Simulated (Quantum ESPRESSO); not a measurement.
Zr4Ru2TaIn, a curve over one atom's position

A calculation, not a measurement. The program is pw.x of Quantum ESPRESSO 7.5 (plane-wave density functional theory). The cell is made up: eight metal atoms on a face-centred cubic lattice, with elements, volume, strain and displacements drawn at random and not relaxed, so it may be unstable or far from any real phase. PseudoDojo standard norm-conserving files set the functional (PBE unless stated); there is no spin polarisation or spin-orbit coupling, the Fermi-Dirac width of 0.25 eV means electrons at about 2900 K, and the masses in the input are unused placeholders. Heavy elements are run without spin-orbit coupling, which real alloys of them have. A spin test at this wide smearing found no moment, but such smearing suppresses magnetism that the real alloy may have.

Seven runs move atom 1 (Zr, counted in the order of the input) along y and keep all else fixed.

Input of the run at -0.0766:

```
&control calculation='scf', pseudo_dir='./dojo.nc.sr.pbe.v0_5.standard.upf', outdir='./o', disk_io='minimal', tprnfor=.true., tstress=.true. /
&system ibrav=0, nat=8, ntyp=4, nbnd=70, ecutwfc=84.00895049, nosym=.true., tot_charge=0,
 occupations='smearing', smearing='fd', degauss=0.0183746611
/
&electrons conv_thr=1.470e-08, electron_maxstep=70, mixing_beta=0.5 /
ATOMIC_SPECIES
In 1.0 In.upf
Ru 1.0 Ru.upf
Ta 1.0 Ta.upf
Zr 1.0 Zr.upf
CELL_PARAMETERS angstrom
0.0 4.2302 0.0
-4.2302 0.0 -4.2302
-4.2302 0.0 4.2302
ATOMIC_POSITIONS angstrom
Zr -0.0031 -0.0954 0.1521
Ru -2.1536 0.1088 2.1448
Zr -2.055 -0.051 -2.1654
Ta -4.2224 0.0884 0.0549
Zr -2.0542 2.0925 -0.1165
In -4.2997 2.2611 2.1866
Zr -4.1695 2.0258 -2.0499
Ru -6.3713 2.0998 0.0177
K_POINTS automatic
6 4 4 1 1 1
```

| shift of atom 1 along y (Å) | free energy less that of the input shown (eV) | Fx on atom 1 (eV/Å) | Fy on atom 1 (eV/Å) | Fz on atom 1 (eV/Å) | pressure (GPa) | iterations |
| --- | --- | --- | --- | --- | --- | --- |
| -0.1723 | 0.1139 | 0.764 | 1.597 | -0.782 | 6.56 | 19 |
| -0.1090 | 0.0299 | 0.726 | 1.059 | -0.931 | 6.38 | 19 |
| -0.0766 | 0.0000 | 0.713 | 0.786 | -0.998 | 6.32 | 19 |
| +0.1086 | -0.0018 | 0.739 | -0.767 | -1.267 | 6.30 | 19 |
| +0.1578 | 0.0461 | 0.775 | -1.182 | -1.305 | 6.40 | 19 |
| +0.1744 | 0.0669 | 0.790 | -1.323 | -1.315 | 6.44 | 19 |

Question: one run is left out of the table, at +0.0871. Estimate its Fy on atom 1 (eV/Å).

Answer: -0.586. The whole row:

| shift of atom 1 along y (Å) | free energy less that of the input shown (eV) | Fx on atom 1 (eV/Å) | Fy on atom 1 (eV/Å) | Fz on atom 1 (eV/Å) | pressure (GPa) | iterations |
| --- | --- | --- | --- | --- | --- | --- |
| +0.0871 | -0.0163 | 0.727 | -0.586 | -1.246 | 6.27 | 19 |

A cubic fit gives dFy/dy = -8.37 eV/Å² at zero shift. Across the table the energy follows minus the integral of the force to 0.1 meV. A rerun of one of the cells at a higher cutoff and on a denser mesh moved values by no more than 0.006 eV in energy, 0.08 GPa in stress and 0.009 eV/Å in force, and a second program with other atomic files agreed on that cell to 2 % rms in force and 0.5 GPa in pressure.